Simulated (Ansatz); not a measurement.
K₂NaInF₆:
```
CELL_PARAMETERS angstrom
      0.00000     4.29059     4.29059
      4.29059     0.00000     4.29059
      4.29059     4.29059     0.00000
ATOMIC_POSITIONS crystal
  K  0.75000 0.75000 0.75000
  K  0.25000 0.25000 0.25000
  Na 0.50000 0.50000 0.50000
  In 0.00000 0.00000 0.00000
  F  0.75864 0.24136 0.24136
  F  0.24136 0.75864 0.75864
  F  0.24136 0.75864 0.24136
  F  0.75864 0.24136 0.75864
  F  0.24136 0.24136 0.75864
  F  0.75864 0.75864 0.24136
```

Relaxed with PBEsol. Special points in fractions of this cell's reciprocal vectors: Γ (0.000, 0.000, 0.000); X (0.500, 0.000, 0.500); U (0.625, 0.250, 0.625); K (0.375, 0.375, 0.750); L (0.500, 0.500, 0.500); W (0.500, 0.250, 0.750).

Question: List the band energies nearest the valence-band maximum at these points for PBEsol with spin–orbit coupling (plane waves, PAW; program Ansatz).

Answer: In eV from the valence-band maximum; about four levels below and three above (degenerate sets whole), none deeper than 8.9 eV; points with the same levels are listed once.

```csv
k,below,above
Γ,0.00 0.00 0.00 0.00,5.42 5.42 9.44 9.44
X,-0.10 -0.10 -0.02 -0.02,7.08 7.08 8.74 8.74
U,-0.16 -0.16 -0.05 -0.05,7.09 7.09 9.01 9.01
L,-0.04 -0.04 -0.01 -0.01,6.78 6.78 8.46 8.46
W,-0.19 -0.19 -0.11 -0.11,7.13 7.13 9.28 9.28
```

Space group Fm-3m. The workflow started from a Materials Project entry (that database holds measured and hypothetical structures alike); the Crystallography Open Database copy checked does not list it. Its standing as an ambient phase is unchecked. The cell was relaxed with PBEsol under the symmetry of its start; its stability against distortions is not shown here.

Potentials: the later of the program's two PAW sets.
